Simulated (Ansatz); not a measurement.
MnPt3 (Cu3Au type, Pm-3m) at seven volumes, plane-wave PAW PBEsol (Ansatz code), scaled uniformly. One row is withheld.

```json
[
 {"V (Å³/atom)": "13.219", "P (GPa)": "?"},
 {"V (Å³/atom)": "13.655", "P (GPa)": "18.16"},
 {"V (Å³/atom)": "14.091", "P (GPa)": "8.23"},
 {"V (Å³/atom)": "14.527", "P (GPa)": "0.00"},
 {"V (Å³/atom)": "14.962", "P (GPa)": "-6.84"},
 {"V (Å³/atom)": "15.398", "P (GPa)": "-12.52"},
 {"V (Å³/atom)": "15.834", "P (GPa)": "-17.22"}
]
```

Fit the shown pressures and predict the withheld one.

P = (3/2)B₀(x^(7/2) − x^(5/2))[1 + (3/4)(B′ − 4)(x − 1)] with x = (V₀/V)^(2/3). Least squares on the six rows gives V₀ = 14.527 Å³/atom, B₀ = 250 GPa, B′ = 5.19. At V = 13.219, x = 1.0649 and P = 30.14 GPa. The run itself gave 30.13 GPa.

The workflow started from a Materials Project entry (that database holds measured and hypothetical structures alike); the Crystallography Open Database files this formula in space group No. 221, but the cells were not matched. Its standing as an ambient phase is unchecked. The PBEsol relaxation kept the symmetry of its start; whether a distortion lowers the energy is not shown. Spin order of the final state: ferromagnetic, chosen from 4 collinear starts compared on coarse meshes (ties went to the first, and starts can fall back to one state), not a proven ground state. Spin–orbit coupling is left out wherever it is not named.

Potentials: the later of the program's two PAW sets.
